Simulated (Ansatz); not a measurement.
Geometry optimisation in Ansatz: input, command and trajectory.

```yaml
crystal:
  lattice:
    - [2.2102516559, 0.0, 0.0]
    - [-1.105125828, 1.9141340828, 0.0]
    - [0.0, 0.0, 3.4833238439]
  atoms:
    - { symbol: Be, position: [0.3333333333, 0.6666666667, 0.25] }
    - { symbol: Be, position: [0.6666666667, 0.3333333333, 0.75] }
basis:
  ecutwfc: 420
kpoints:
  mp_grid: { grid: [24, 24, 12] }
hamiltonian:
  xc: pbesol
scf:
  occupations: { method: gaussian, width: 0.1 }
output:
  forces: true
  stress: true
  eigenvalues: true
relax:
  adjacent_minimum: "off"
  f_tol: 0.01
  max_steps: 30
  cell: { stress_tol: 0.1, fix: [volume] }
```

```bash
ansatz run input.yaml --threads 1 --pin off --max-ram 2560MiB --backend cpu --events-out ev --progress --plain --runs-dir out
```

These are results of Ansatz 0.2.0, DFT PBEsol, scalar-relativistic, plane waves, PAW, not measurements.

The volume is held at 0.94 times that of the relaxed cell.

Of 3 frames 3 are shown, positions in Å and forces in eV/Å; the SCF threshold varies from step to step. Steps run on the plane waves of an earlier cell, with a Pulay correction in the pressure. The basis is chosen afresh for the last frame, the zero of the energies, and at times for earlier ones too; energy and pressure step there, also at an unchanged geometry.

```xyz
2
Lattice="2.2103 0.0000 0.0000 -1.1051 1.9141 0.0000 0.0000 0.0000 3.4833" Properties=species:S:1:pos:R:3:forces:R:3 pbc="T T T" step=1 free_energy_over_end_meV_per_atom=0.02 pressure_GPa=8.49
Be    0.0000    1.2761    0.8708    0.0000    0.0000    0.0000
Be    1.1051    0.6380    2.6125    0.0000    0.0000    0.0000
2
Lattice="2.2092 0.0000 0.0000 -1.1046 1.9132 0.0000 0.0000 0.0000 3.4866" Properties=species:S:1:pos:R:3:forces:R:3 pbc="T T T" step=2 free_energy_over_end_meV_per_atom=0.00 pressure_GPa=8.47
Be    0.0000    1.2755    0.8717    0.0000    0.0000    0.0000
Be    1.1046    0.6377    2.6150    0.0000    0.0000    0.0000
2
Lattice="2.2092 0.0000 0.0000 -1.1046 1.9132 0.0000 0.0000 0.0000 3.4866" Properties=species:S:1:pos:R:3:forces:R:3 pbc="T T T" step=3 free_energy_over_end_meV_per_atom=0.00 pressure_GPa=8.47
Be    0.0000    1.2755    0.8717    0.0000    0.0000    0.0000
Be    1.1046    0.6377    2.6150    0.0000    0.0000    0.0000
```

It took 19 s on 1 thread of AMD EPYC (Zen 3), with other jobs on the host, peak memory 0.36 GiB.